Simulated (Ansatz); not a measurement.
Consider the following.

P2W:
Space group C2/m (No. 12); a = 8.485 Å, b = 3.191 Å, c = 7.473 Å, α = γ = 90.00°, β = 119.27°

```tsv
atom	site	symmetry	x	y	z
P	4i	m	0.1385	0.0000	0.0252
P	4i	m	0.4000	0.0000	0.5991
W	4i	m	0.1580	0.0000	0.7066
```
(The calculation used a cell of 6 atoms; values per cell refer to that cell.)

This is the r²SCAN-relaxed structure.

Question: All from r²SCAN (plane waves, PAW; program Ansatz), unless another level is named. Predict the highest zone-centre frequency.

Answer: 59.5 meV.

Question: Give the bulk modulus (Birch–Murnaghan fit).

Answer: 196 GPa.

The first step of the workflow began from a Materials Project structure, measured or hypothetical; the Crystallography Open Database files this formula in space group No. 12, but the cells were not matched. Its standing as an ambient phase is unchecked. Symmetry was held in the r²SCAN relaxation; its stability against distortions is not shown here. The run is not spin-polarised. Spin–orbit coupling is left out wherever it is not named.

Potentials: the earlier of the program's two PAW sets.
